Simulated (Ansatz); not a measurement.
CeO2:
```xyz
3
Lattice="0.0000 2.6993 2.6993 2.6993 0.0000 2.6993 2.6993 2.6993 0.0000" Properties=species:S:1:pos:R:3 pbc="T T T"
Ce     0.0000     0.0000     0.0000
O      1.3496     1.3496     1.3496
O      4.0489     4.0489     4.0489
```

PBEsol in the plane-wave PAW code Ansatz gives a gap of 1.96 eV without spin–orbit coupling, maximum on the K–Γ line, 28 % of the way from K, minimum at L.

Q: What happens when spin–orbit coupling is switched on?

A: The gap drops by 0.08 eV, to 1.88 eV; maximum on the K–Γ line, 28 % of the way from K, minimum at L.

Q: Give the electron effective mass with spin–orbit coupling.

A: 1.7, 11, 11 mₑ (principal values).

Q: Give the hole effective mass with spin–orbit coupling.

A: 1.1, 1.3, 2.0 mₑ (principal values).

Space group Fm-3m (fluorite). Symmetry was held in the PBEsol relaxation. No spin polarisation was allowed. The 4f shell is in the valence. No Hubbard U is applied.

Potentials: the earlier of the program's two PAW sets. The files were generated under PBE; for other functionals the program regenerates the frozen cores, and for LDA and PBEsol the local potential too.
